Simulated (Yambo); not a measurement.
## CaSe: sweep of GW parameters

G0W0@PBE for CaSe (rock salt, space group Fm-3m, No. 225) in Yambo. Reference settings: 4×4×4 Γ-centred k mesh, bands 10 to 232 and a 15 Ry block in the screening, 232 bands in G with the Bruneval-Gonze terminator, plasmon pole fitted at 27.2 eV. The PBE gap Γ → X on this mesh is 1.97 eV; G0W0 gaps are taken between the same points.

```csv
change from the reference,G0W0 gap Γ → X (eV),shift of the valence edge (eV),rough Yambo cost
reference settings,3.51,-0.98,1
"123 bands in W, 123 bands in G",3.47,-0.90,about 1/2
123 bands in G,3.50,-0.98,–
9 Ry block,3.47,-0.93,within a factor of two
no terminator,3.52,-0.94,–
```

The reference isn't shown to be the converged limit. Costs are rough (shared machines), scaled to the same edge states, and given only for runs that recompute the screening.

Spin-orbit splittings are left out.

Geometry relaxed with PBEsol; primitive cell a = 4.1485 Å, b = 4.1485 Å, c = 4.1485 Å, α = 60.00°, β = 60.00°, γ = 60.00°.

A shift is the quasiparticle energy of the state minus its PBE energy.

The potentials are those of PseudoDojo's stringent table.
